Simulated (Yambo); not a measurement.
A G0W0@LDA run in Yambo for SiO$_{2}$ (space group P6_222, No. 180) (3×3×4 Γ-centred k mesh, 227 bands and a 8 Ry block in the screening, 227 bands in G with the Bruneval-Gonze terminator, plasmon pole fitted at 27.2 eV) gives these matrix elements, in eV, at the band edges (A → Γ):

| state | E0 | <Vxc> | <Σx> | <Σc(E0)> | Z |
|---|---|---|---|---|---|
| valence edge | 0.000 | -19.925 | -25.893 | 3.740 | 0.818 |
| conduction edge | 5.504 | -10.323 | -5.753 | -3.084 | 0.876 |

Task: Solve the linearised quasiparticle equation for both states, give the gap, and say how exchange and correlation each act on it.

Result: E = E0 + Z(Σx + Σc − Vxc). Valence: 0.000 + 0.818 × (-25.893 + (3.740) − (-19.925)) = -1.82 eV. Conduction: 5.504 + 0.876 × (-5.753 + (-3.084) − (-10.323)) = 6.81 eV. The gap is 8.63 eV, against 5.50 eV in LDA. Replacing Vxc by bare exchange alone would open it by 10.54 eV; correlation takes back 6.82 eV of that, and Z scales what is left. Nearest settings tried, and what they do to the gap: 84 bands in W, 84 bands in G: +61 meV; 105 bands in W: +32 meV; 2 Ry block (41 vectors against 339): +270 meV. Not varied: mesh. So the settings aren't converged at that level. 

Geometry of the Materials Project entry, not relaxed at this level; primitive cell a = b = 5.061 Å, c = 5.540 Å, α = β = 90.00°, γ = 120.00°.

This is not the ordinary phase of the substance.
